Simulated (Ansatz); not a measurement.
# Relaxing a structure of PbSe

The start is a relaxed PbSe cell, doubled along one cell vector, shaken by Gaussian noise of σ = 0.08 Å a coordinate. The structure is fully relaxed (lattice and positions, P = 0) with r2SCAN (plane waves to 500 eV, PAW, scalar-relativistic; Ansatz, an electronic-structure program). The first steps use a coarse 7×7×4 k-mesh.

Starting cell:
```yaml
crystal:
  lattice:
    - [0.00000, 3.08868, 3.08868]
    - [3.08868, 0.00000, 3.08868]
    - [6.17736, 6.17736, 0.00000]
  atoms:
    - { symbol: Pb, position: [0.51519, 0.50349, 0.23714] }
    - { symbol: Pb, position: [0.49654, 0.51764, 0.75576] }
    - { symbol: Se, position: [0.01656, 0.99544, 0.99603] }
    - { symbol: Se, position: [0.96792, 0.05068, 0.49518] }
```

| Property | Value |
|---|---|
| Shortest distances (start → end) | The closest pairs of elements (up to four, under 3.6 Å), start → end: Pb–Se 2.96 → 3.09 Å |
| Band gap at the end | 0.66 eV, direct at L (no spin-orbit coupling) |
| Optimiser moves | 4 |

Final values are on a 9×9×9 k-mesh of the relaxed cell. No spin polarisation in the result. Spin-orbit coupling is missing; with elements this heavy it can move band edges by tenths of an eV or more.
